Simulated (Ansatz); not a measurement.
AlRu:
```yaml
crystal:
  lattice:
    - [2.97629, 0.00000, 0.00000]
    - [0.00000, 2.97629, 0.00000]
    - [0.00000, 0.00000, 2.97629]
  atoms:
    - { symbol: Al, position: [0.00000, 0.00000, 0.00000] }
    - { symbol: Ru, position: [0.50000, 0.50000, 0.50000] }
```

Relaxed with PBEsol. Special points in fractions of this cell's reciprocal vectors: Γ (0.000, 0.000, 0.000); X (0.000, 0.500, 0.000); M (0.500, 0.500, 0.000); R (0.500, 0.500, 0.500).

List the band energies nearest the Fermi level at these points for plane-wave PAW PBEsol (Ansatz code).

In eV from the Fermi level; about four levels below and three above (degenerate sets whole), none deeper than 8.9 eV; points with the same levels are listed once.

```json
[
 {"k": "Γ", "below": "-3.67 -3.67", "above": "0.20 0.20 0.20"},
 {"k": "X", "below": "-5.50 -2.85 -1.63 -1.63", "above": "0.46 2.34 7.41"},
 {"k": "M", "below": "-1.38 -1.38 -1.19 -1.19", "above": "1.57 5.38 6.44"},
 {"k": "R", "below": "-4.71 -4.71 -4.71", "above": "1.67 1.67 2.69"}
]
```

Space group Pm-3m (CsCl type). The PBEsol relaxation kept the symmetry of its start; phonons on a q-mesh show no instability. The run is not spin-polarised. Spin–orbit coupling is left out wherever it is not named.

Potentials: the later of the program's two PAW sets.
